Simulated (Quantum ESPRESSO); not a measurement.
# PSi3C3B: input and log of a self-consistent run

Computed values, not a measurement. The program is pw.x of Quantum ESPRESSO 7.5 (plane-wave density functional theory). The cell is made up: 8 atoms on a wurtzite lattice, with randomly drawn elements, strain and displacements, not relaxed. PseudoDojo standard norm-conserving files (v0.5 for PBE, v0.4.1 for LDA and PBEsol) set the functional; there is no spin polarisation, spin-orbit coupling or dispersion term, and the masses in the input are unused placeholders.

Input:

```
&control calculation='scf', pseudo_dir='./dojo.nc.sr.pbe.v0_5.standard.upf', outdir='./o', disk_io='medium', tprnfor=.true., tstress=.true. /
&system ibrav=0, nat=8, ntyp=4, nbnd=22, ecutwfc=99.00267394, nosym=.true., tot_charge=0,
 occupations='smearing', smearing='fd', degauss=0.0018374661
/
&electrons conv_thr=7.350e-09, electron_maxstep=60, /
ATOMIC_SPECIES
B 1.0 B.upf
C 1.0 C.upf
P 1.0 P.upf
Si 1.0 Si.upf
CELL_PARAMETERS angstrom
3.2149 -0.1247 0.0122
-0.2141 5.4925 0.0045
0.0198 0.0038 5.1295
ATOMIC_POSITIONS angstrom
P -0.1702 0.1099 0.0025
Si 1.5919 2.769 0.057
Si 1.5456 0.9029 2.5147
Si -0.1785 3.7337 2.566
C 0.0327 0.0253 2.0778
C 1.4811 2.6488 2.0555
B 1.5196 0.9172 4.3958
C -0.1274 3.5988 4.4638
K_POINTS automatic
7 6 6 1 1 1
```

The log is shortened where brackets say so; the opening notice, blank lines, dates and the lines on written files are dropped, and the path of the files is cut. It prints rydbergs, bohrs and kilobars, and counts compression as positive stress. With no partly filled state, the Fermi energy that it prints is only some level between the filled and the empty states on the mesh, and need not lie in the true gap.

```
     Program PWSCF v.7.5
     Parallel version (MPI & OpenMP), running on       1 processor cores
     Number of MPI processes:                 1
     Threads/MPI process:                     1
     [start-up lines left out]
     bravais-lattice index     =            0
     lattice parameter (alat)  =       6.0799  a.u.
     unit-cell volume          =     610.3027 (a.u.)^3
     number of atoms/cell      =            8
     number of atomic types    =            4
     number of electrons       =        32.00
     number of Kohn-Sham states=           22
     kinetic-energy cutoff     =      99.0027  Ry
     charge density cutoff     =     396.0107  Ry
     scf convergence threshold =      7.3E-09
     mixing beta               =       0.7000
     number of iterations used =            8  plain     mixing
     Exchange-correlation= PBE
                           (   1   4   3   4   0   0   0)
     [axes and pseudopotential details left out]
   Cartesian axes
     site n.     atom                  positions (alat units)
         1        P      tau(   1) = (  -0.0529008   0.0341586   0.0007770  )
         2        Si     tau(   2) = (   0.4947875   0.8606487   0.0177165  )
         3        Si     tau(   3) = (   0.4803968   0.2806355   0.7816082  )
         4        Si     tau(   4) = (  -0.0554806   1.1604926   0.7975531  )
         5        C      tau(   5) = (   0.0101637   0.0078636   0.6458129  )
         6        C      tau(   6) = (   0.4603491   0.8232886   0.6388817  )
         7        B      tau(   7) = (   0.4723155   0.2850802   1.3662837  )
         8        C      tau(   8) = (  -0.0395979   1.1185636   1.3874191  )
     number of k points=   126  Fermi-Dirac smearing, width (Ry)=  0.0018
     Number of k-points >= 100: set verbosity='high' to print them.
     Dense  grid:    81205 G-vectors     FFT dimensions: (  40,  72,  64)
     Estimated max dynamical RAM per process >      93.52 MB
     Initial potential from superposition of free atoms
     starting charge      31.9976, renormalised to      32.0000
     Starting wfcs are   32 randomized atomic wfcs
     total cpu time spent up to now is       24.7 secs
     per-process dynamical memory:    76.0 Mb
     Self-consistent Calculation
     iteration #  1     ecut=    99.00 Ry     beta= 0.70
     Davidson diagonalization with overlap
     ethr =  1.00E-02,  avg # of iterations =  3.2
     total cpu time spent up to now is       90.1 secs
     total energy              =     -80.57182156 Ry
     estimated scf accuracy    <       1.55847294 Ry
     iteration #  2     ecut=    99.00 Ry     beta= 0.70
     Davidson diagonalization with overlap
     ethr =  4.87E-03,  avg # of iterations =  2.1
     total cpu time spent up to now is      148.3 secs
     total energy              =     -80.92117652 Ry
     estimated scf accuracy    <       1.24283864 Ry
     iteration #  3     ecut=    99.00 Ry     beta= 0.70
     Davidson diagonalization with overlap
     ethr =  3.88E-03,  avg # of iterations =  2.0
     total cpu time spent up to now is      198.8 secs
     total energy              =     -81.15862683 Ry
     estimated scf accuracy    <       0.06242743 Ry
     iteration #  4     ecut=    99.00 Ry     beta= 0.70
     Davidson diagonalization with overlap
     ethr =  1.95E-04,  avg # of iterations =  5.6
     total cpu time spent up to now is      257.9 secs
     total energy              =     -81.17651782 Ry
     estimated scf accuracy    <       0.00471980 Ry
     iteration #  5     ecut=    99.00 Ry     beta= 0.70
     Davidson diagonalization with overlap
     ethr =  1.47E-05,  avg # of iterations =  8.9
     total cpu time spent up to now is      338.6 secs
     total energy              =     -81.17783402 Ry
     estimated scf accuracy    <       0.00221397 Ry
     [iterations 6 to 7 left out]
     iteration #  8     ecut=    99.00 Ry     beta= 0.70
     Davidson diagonalization with overlap
     ethr =  1.18E-07,  avg # of iterations =  2.5
     total cpu time spent up to now is      485.2 secs
     total energy              =     -81.17820312 Ry
     estimated scf accuracy    <       0.00000295 Ry
     iteration #  9     ecut=    99.00 Ry     beta= 0.70
     Davidson diagonalization with overlap
     ethr =  9.23E-09,  avg # of iterations =  3.4
     total cpu time spent up to now is      533.1 secs
     total energy              =     -81.17820351 Ry
     estimated scf accuracy    <       0.00000160 Ry
     iteration # 10     ecut=    99.00 Ry     beta= 0.70
     Davidson diagonalization with overlap
     ethr =  4.99E-09,  avg # of iterations =  2.0
     total cpu time spent up to now is      567.7 secs
     total energy              =     -81.17820366 Ry
     estimated scf accuracy    <       0.00000018 Ry
     iteration # 11     ecut=    99.00 Ry     beta= 0.70
     Davidson diagonalization with overlap
     ethr =  5.55E-10,  avg # of iterations =  2.8
     total cpu time spent up to now is      614.5 secs
     total energy              =     -81.17820371 Ry
     estimated scf accuracy    <       0.00000002 Ry
     iteration # 12     ecut=    99.00 Ry     beta= 0.70
     Davidson diagonalization with overlap
     ethr =  5.03E-11,  avg # of iterations =  3.6
     total cpu time spent up to now is      669.2 secs
     End of self-consistent calculation
     Number of k-points >= 100: set verbosity='high' to print the bands.
     the Fermi energy is     9.7619 ev
!    total energy              =     -81.17820372 Ry
     estimated scf accuracy    <          3.7E-09 Ry
     smearing contrib. (-TS)   =      -0.00000016 Ry
     internal energy E=F+TS    =     -81.17820356 Ry
     The total energy is F=E-TS. E is the sum of the following terms:
     one-electron contribution =      21.01239640 Ry
     hartree contribution      =       8.57574544 Ry
     xc contribution           =     -28.96421557 Ry
     ewald contribution        =     -81.80212982 Ry
     convergence has been achieved in  12 iterations
     Forces acting on atoms (cartesian axes, Ry/au):
     atom    1 type  3   force =     0.06530427   -0.05836804    0.00005774
     atom    2 type  4   force =    -0.10300551   -0.04127609    0.01568538
     atom    3 type  4   force =     0.06011877   -0.01931670    0.00444427
     atom    4 type  4   force =     0.02065362   -0.07629775    0.03219065
     atom    5 type  2   force =    -0.08509180    0.00194392   -0.13700702
     atom    6 type  2   force =    -0.00511927    0.11400833   -0.09875487
     atom    7 type  1   force =    -0.02083738   -0.02969822    0.14265452
     atom    8 type  2   force =     0.06797730    0.10900455    0.04072933
     Total force =     0.346616     Total SCF correction =     0.000042
     Computing stress (Cartesian axis) and pressure
          total   stress  (Ry/bohr**3)                   (kbar)     P=      -20.98
  -0.00060192   0.00110008  -0.00008349          -88.55      161.83      -12.28
   0.00110008  -0.00006857  -0.00008708          161.83      -10.09      -12.81
  -0.00008349  -0.00008708   0.00024254          -12.28      -12.81       35.68
     init_run     :     24.18s CPU     24.60s WALL (       1 calls)
     electrons    :    620.18s CPU    644.50s WALL (       1 calls)
     forces       :     12.98s CPU     13.16s WALL (       1 calls)
     stress       :     46.94s CPU     47.18s WALL (       1 calls)
     [timing details left out]
     PWSCF        :  11m44.80s CPU  12m10.46s WALL
     JOB DONE.
```

In other units: free energy -1104.486 eV for the cell, pressure -2.10 GPa, largest force component 3.668 eV/Å. This run is the check on a run of the same cell at 1116 eV and a 5 x 4 x 4 mesh: rerunning at 1347 eV and a 7 x 6 x 6 mesh moved values by no more than 0.017 eV in energy, 0.34 GPa in stress and 0.014 eV/Å in force.